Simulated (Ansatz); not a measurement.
Method: r2SCAN, no spin polarisation; PAW, plane waves to 500 eV, 10×10×3 Γ-centred mesh, gaussian occupations (width 0.0788 eV) (Ansatz 0.2.0), atoms fixed.

Computed maps in the lattice plane spanned by a (left to right, 4.00 Å, 12 points from zero) and b (bottom to top, 4.00 Å, 12 points from zero), 120° apart, at height 0.385 along c. The fields are smooth PAW ones with compensation charges, not the true ones near nuclei.

Valence density. Digits on a logarithmic scale: 0 up to 0.03 e/Å³, each further digit a factor of 1.6, 9 from 1.3 e/Å³ up:
```
776666666677
766665666677
666644666666
566424665555
565445654444
566666543334
566665432234
566654322234
666654322345
777654333456
777654444567
577655555677
```

ELF. Ten even steps from '0' (0.00) to '9' (0.84):
```
189986689981
899963699986
999522599988
786252687767
663223665445
666566643234
689986421124
799975310135
999974211247
888864323468
116875445786
018976667981
```

Question: The cell is Li2SiB. Which atoms lie within 0.2 Å of this plane, and where (fractions of a and b)?

Answer: B at (0.00, 0.00), Si at (0.33, 0.67). The whole cell:
```xyz
16
Lattice="4.0033 0.0000 0.0000 -2.0017 3.4670 0.0000 0.0000 0.0000 15.5044" Properties=species:S:1:pos:R:3 pbc="T T T"
Li   -0.0002    2.3114    0.6512
Li    2.0019    1.1556   14.8532
B     0.0000    0.0000    5.9692
B     0.0000    0.0000    9.5352
Li   -0.0002    2.3114    8.4034
Li    2.0019    1.1556    7.1010
B     0.0000    0.0000    2.0931
B     0.0000    0.0000   13.4113
Si   -0.0002    2.3114   13.5663
Si    2.0019    1.1556    1.9380
Li   -0.0002    2.3114   10.9771
Li    2.0019    1.1556    4.5273
Li   -0.0002    2.3114    3.2249
Li    2.0019    1.1556   12.2795
Si   -0.0002    2.3114    5.8141
Si    2.0019    1.1556    9.6902
```

Origin: a known structure type with other elements, at an estimated volume, so it need not be a known compound.
